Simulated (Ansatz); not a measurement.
Relaxed-ion elastic tensor of Pb (fcc (Cu type), space group No. 225) in GPa (Voigt order), the program Ansatz at the LDA level (PAW); density 11.83 g/cm³, 29.08 Å³ per atom.

```
59.5  48.2  48.2   0.0   0.0   0.0
48.2  59.5  48.2   0.0   0.0   0.0
48.2  48.2  59.5   0.0   0.0   0.0
 0.0   0.0   0.0  19.5   0.0   0.0
 0.0   0.0   0.0   0.0  19.5   0.0
 0.0   0.0   0.0   0.0   0.0  19.5
```

Q: Is the crystal mechanically stable?

A: Yes: the smallest eigenvalue of C is 11.3 GPa.

Q: Work out the Voigt, Reuss and Hill averages.

A: K_V = 51.9, K_R = 51.9, K_H = 51.9; G_V = 14.0, G_R = 9.8, G_H = 11.9 GPa.

Q: Give Young's modulus, Poisson's ratio, Pugh's ratio and the universal anisotropy index.

A: E = 9KG/(3K + G) = 33.2 GPa; ν = 0.39; K/G = 4.36 (ductile by the Pugh limit of 1.75); A_U = 5G_V/G_R + K_V/K_R − 6 = 2.10.

Q: Estimate the sound speeds and the Debye temperature.

A: v_l = √((K + 4G/3)/ρ) = 2390 m/s, v_t = √(G/ρ) = 1000 m/s, mean 1130 m/s; Θ = (h/k)(3n/4πV)^(1/3) v_m = 110 K.

Q: Give the Zener ratio and Young's modulus along [100], [110] and [111].

A: A = 2C44/(C11 − C12) = 3.46; 1/E = S11 − 2(S11 − S12 − S44/2)Γ with Γ = 0, 1/4, 1/3 gives 16.3, 33.7, 52.1 GPa.

Space group Fm-3m (fcc (Cu type)). Symmetry was held in the LDA relaxation. As this level gives no gap, shear constants depend on the k-mesh and smearing (Fermi–Dirac, 0.1 eV here). Scalar-relativistic: spin–orbit coupling is off unless named, which matters more the heavier the elements.

Potentials: the earlier of the program's two PAW sets.
